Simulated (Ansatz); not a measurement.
Values for one crystal, relaxed and computed with DFT-r²SCAN in the program Ansatz with PAW potentials; other levels are named.

```yaml
volume_per_atom: 10.61 Å³
band_gap: 0.61 eV (indirect)
hill_bulk_and_shear_moduli: 113 and 59.4 GPa
valence_band_maximum: at Γ
hole_effective_mass: 0.98, 1.2, 2.3 mₑ (principal values)
Young's modulus: 152 GPa
Elastic constants (relaxed ions, GPa): C11 = 262, C22 = 296, C33 = 124, C12 = 67.6, C13 = 81.0, C23 = 58.8, C44 = 63.9, C55 = 55.4, C66 = 40.6
```

### Question
Which of these materials gives this?
(A) MnO2, C2/m (Pearson symbol mS24)
(B) AlO2, Pnma (Al on 4c, O on 4c, O on 4c)
(C) CuLi2Nb4O12, P1 (Pearson symbol aP19)
(D) La2GeO5, P2_1/c (Pearson symbol mP32)

### Answer
B, AlO2, Pnma (Al on 4c, O on 4c, O on 4c)

The first step of the workflow began from a Materials Project structure, measured or hypothetical; the Crystallography Open Database copy checked does not list it. Whether it is the stable phase at ambient conditions was not checked. The r²SCAN relaxation kept the symmetry of its start; its stability against distortions is not shown here. Magnetic state: ferromagnetic, chosen from 4 collinear starts compared on coarse meshes (ties went to the first, and starts can fall back to one state), not a proven ground state. Other orbital occupations within this spin state were not tried. No Hubbard U is applied.

Potentials: the later of the program's two PAW sets.
